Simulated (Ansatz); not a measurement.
In2SbAs in space group R3m (No. 160; In on 3a, In on 3a, Sb on 3a, As on 3a) under volume change, DFT-LDA in the program Ansatz with PAW potentials, shape and atoms relaxed at each volume.

```tsv
V (Å³/atom)	E − E(relaxed) (meV/atom)	P (GPa)
27.670	47.8	6.12
28.582	20.0	3.72
29.494	?	?
30.407	0.0	0.00
31.319	?	?
32.231	15.8	-2.63
33.143	33.7	-3.63
```

### Question
Complete the blanks.

### Answer

- 29.494, E − E(relaxed) (meV/atom): 4.7
- 29.494, P (GPa): 1.70
- 31.319, E − E(relaxed) (meV/atom): 4.2
- 31.319, P (GPa): -1.43

### Question
What does a third-order Birch–Murnaghan fit give for V₀, B₀ and B′?

### Answer
V₀ = 30.41 Å³/atom, B₀ = 51.8 GPa, B′ = 4.8.

The workflow started from a Materials Project entry (that database holds measured and hypothetical structures alike); the Crystallography Open Database copy checked does not list it. Its standing as an ambient phase is unchecked. Symmetry was held in the LDA relaxation; of distortions, only those at the zone centre were tested. Spin–orbit coupling is left out wherever it is not named.

Potentials: the later of the program's two PAW sets.
